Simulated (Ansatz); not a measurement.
**What a trial cell of TaTi4 relaxes into**

These are results of DFT PBE, scalar-relativistic, plane waves, PAW in Ansatz, not measurements. Cutoff 420 eV, Gaussian smearing, Γ-centred meshes. Cell and atoms relax first on a coarse mesh, the cell is then made exact in the group found at 0.06 to 0.08 Å, and last on a converged mesh; the steps can't lower the symmetry of their start. No spin polarisation.

This trial cell of TaTi4 was written down by chemical analogy (I4/mmm, No. 139). Its size is a guess.

```xyz
5
Lattice="-1.6300 1.6300 8.1500 1.6300 -1.6300 8.1500 1.6300 1.6300 -8.1500" Properties=species:S:1:pos:R:3 pbc="T T T"
Ti    0.0000    0.0000    9.7800
Ti    0.0000    0.0000    6.5200
Ti    0.0000    0.0000    3.2600
Ti    0.0000    0.0000   13.0400
Ta    0.0000    0.0000    0.0000
```

Formation energies are uncorrected and refer to the elements' standard structures at the same level.

Question: Where does the relaxation end?

Answer: The symmetry stays I4/mmm (No. 139). The volume per atom grows by 0.7 %, from 17.3 to 17.4 Å³. The shortest distance goes from 2.82 Å (Ta–Ti and Ti–Ti) to 2.80 Å (Ta–Ti). Conventional cell: a = 3.271 Å, c = 16.303 Å. Ti on its first site has 4 Ta at 2.80 Å, 4 Ti at 2.86 Å and 6 Ti at 3.16–3.32 Å; around Ti on its second site lie 8 Ti at 2.84–2.86 Å, 1 Ta at 3.25 Å and 5 Ti at 3.27–3.32 Å; around Ta lie 8 Ti at 2.80 Å, 2 Ti at 3.25 Å and 4 Ta at 3.27 Å.

```
Ti Ta
1.0
    -1.63570    1.63570    8.15143
     1.63570   -1.63570    8.15143
     1.63570    1.63570   -8.15143
Ti Ta
4 1
Direct
  0.59684 0.59684 0.00000
  0.40316 0.40316 0.00000
  0.19952 0.19952 0.00000
  0.80048 0.80048 0.00000
  0.00000 0.00000 0.00000
```

Question: Give its energy and gap.

Answer:

| Property | Result |
| --- | --- |
| Energy over the elements | +0.10 eV/atom |
| Gap on the 14×14×14 mesh of the 5-atom cell | 0 eV (a metal) |

It can't be a ground state, since the elements alone are lower.

The last run used Gaussian smearing of 0.10 eV. These runs have no spin–orbit coupling, which can matter for Ta. A structure relaxed within its symmetry needn't be a true minimum. Another cell of the same search, in Cmcm, lies 59 meV/atom lower, so this cell isn't the stable form at this level.
